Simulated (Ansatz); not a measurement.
Values for one crystal, relaxed and computed with the program Ansatz at the r²SCAN level (PAW); other levels are named.

```yaml
volume_per_atom: 12.98 Å³
band_gap: 2.23 eV (indirect)
Formation energy from the elements (no fitted shifts): -3.38 eV/atom
Largest static χ(2) component: 23 pm/V
zone_centre_stability: unstable, softest mode 128i cm⁻¹
conduction_band_minimum: at Γ
Highest zone-centre frequency (without LO–TO term): 552 cm⁻¹
```

Question: Which of these materials gives this?
(A) BaTiO3, P4mm (Ti on 1b, Ba on 1a, O on 1b, O on 2c)
(B) GaSb, zinc blende
(C) CdS, wurtzite
(D) ZnSe, zinc blende

Answer: A, BaTiO3, P4mm (Ti on 1b, Ba on 1a, O on 1b, O on 2c)

Symmetry was held in the r²SCAN relaxation. No spin polarisation was allowed. The references are the lowest solids computed at this level, not always the standard phases (solids in place of the gases). Spin–orbit coupling is left out wherever it is not named.

Potentials: the later of the program's two PAW sets.
